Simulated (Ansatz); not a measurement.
# Notes on MgSiC₂

```
CELL_PARAMETERS angstrom
0.00000 5.04825 0.00000
5.04825 0.00000 0.00000
2.52412 2.52412 -4.45395
ATOMIC_POSITIONS crystal
C 0.37500 0.39500 0.75000
C 0.60500 0.12500 0.25000
C 0.87500 0.85500 0.75000
C 0.14500 0.62500 0.25000
Mg 0.50000 0.50000 0.00000
Mg 0.25000 0.75000 0.50000
Si 0.00000 0.00000 0.00000
Si 0.75000 0.25000 0.50000
```

Single point in Ansatz 0.2.0 with PBE, no spin polarisation. Cutoff 420 eV, PAW datasets, 8×8×8 Γ-centred k mesh, fermi-dirac filling (width 0.1 eV).

Which atom feels the largest force, and which way?

The largest is on C1 (and as large on other atoms): 4.65 eV/Å, components (-4.65, 0.00, 0.00). It makes 125° with the line to a nearest neighbour, Mg6 at 2.04 Å.

How is the charge shared?

Bader charges in e: Mg +1.59, Si +1.70, C -1.65. In the mean Si gives up most and C takes most.

Metal or insulator?

It is a metal, with about 5.2 states/eV a cell as the mean within 0.25 eV of the Fermi level, mostly C p (90 %).

What do density and ELF say about some of the short contacts?

C–Mg at 2.04 Å: least valence density 0.35 e/Å³ and ELF 0.13 there. These are pseudo-fields; inside the PAW spheres they differ from the all-electron ones.

Origin: a known structure type with other elements, at an estimated volume, so it need not be a known compound. Caveats: many states at the Fermi level without spin polarisation, so a magnetic state may lie lower; atoms or cell far from equilibrium.
